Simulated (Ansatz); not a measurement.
Si$_{2}$Ni:
```xyz
3
Lattice="0.0000 2.6740 2.6740 2.6740 0.0000 2.6740 2.6740 2.6740 0.0000" Properties=species:S:1:pos:R:3 pbc="T T T"
Si     1.3370     1.3370     1.3370
Si     4.0110     4.0110     4.0110
Ni     0.0000     0.0000     0.0000
```

Relaxed with LDA.

Task: Which orbitals make up the states near the Fermi level in LDA in the plane-wave PAW code Ansatz?

Result: Within 0.5 eV of the Fermi level: Ni 3d 32 %, Si 3p 30 %, Si 3s 30 %, outside the projected shells 7 %. Projections are on Löwdin-orthogonalised atomic valence shells; empty p or d shells of many metals are not among them.

Task: Tabulate the density of states.

Result: States/eV per cell of 3 atoms, in 0.25 eV bins, energy from the Fermi level.

```tsv
E (eV)	total	Ni 3d	Si 3p	Si 3s
-7.85	0.84	0.18	0.31	0.31
-7.60	0.88	0.21	0.34	0.29
-7.35	0.81	0.19	0.37	0.21
-7.10	0.76	0.18	0.38	0.16
-6.85	0.79	0.19	0.42	0.13
-6.60	0.88	0.23	0.49	0.11
-6.35	0.96	0.27	0.54	0.10
-6.10	1.10	0.34	0.61	0.09
-5.85	1.31	0.47	0.70	0.09
-5.60	1.80	0.76	0.88	0.09
-5.35	3.64	1.98	1.47	0.09
-5.10	3.87	2.25	1.43	0.09
-4.85	2.11	1.24	0.77	0.05
-4.60	2.55	1.52	0.89	0.06
-4.35	2.29	1.57	0.59	0.06
-4.10	2.48	1.95	0.42	0.03
-3.85	5.23	4.52	0.50	0.02
-3.60	6.66	6.05	0.36	0.04
-3.35	3.44	2.94	0.26	0.06
-3.10	2.50	1.90	0.39	0.07
-2.85	1.96	1.28	0.50	0.07
-2.60	2.26	1.37	0.69	0.07
-2.35	1.95	1.00	0.75	0.07
-2.10	1.57	0.66	0.73	0.07
-1.85	1.33	0.46	0.70	0.06
-1.60	1.12	0.32	0.64	0.06
-1.35	0.81	0.23	0.45	0.05
-1.10	0.63	0.16	0.35	0.05
-0.85	0.51	0.12	0.27	0.05
-0.60	0.41	0.09	0.22	0.05
-0.35	0.61	0.20	0.19	0.17
-0.10	0.79	0.28	0.21	0.24
0.15	0.94	0.31	0.27	0.29
0.40	1.11	0.33	0.35	0.34
0.65	1.23	0.31	0.45	0.36
0.90	1.43	0.30	0.59	0.40
1.15	1.59	0.27	0.71	0.45
1.40	1.22	0.18	0.54	0.31
1.65	0.64	0.09	0.25	0.10
1.90	0.52	0.08	0.22	0.03
2.15	1.85	0.30	1.04	0.17
2.40	1.96	0.25	1.06	0.23
2.65	1.76	0.17	0.90	0.20
2.90	1.41	0.13	0.72	0.18
3.15	1.33	0.11	0.69	0.17
3.40	1.01	0.08	0.54	0.15
3.65	0.97	0.06	0.51	0.15
3.90	1.74	0.11	0.86	0.18
4.15	1.56	0.09	0.77	0.15
4.40	1.48	0.07	0.75	0.13
4.65	1.59	0.07	0.79	0.13
4.90	1.52	0.06	0.78	0.12
```

Space group Fm-3m (fluorite or antifluorite type). Symmetry was held in the LDA relaxation. The run is not spin-polarised.

Potentials: the earlier of the program's two PAW sets. The files were generated under PBE; for other functionals the program regenerates the frozen cores, and for LDA and PBEsol the local potential too.
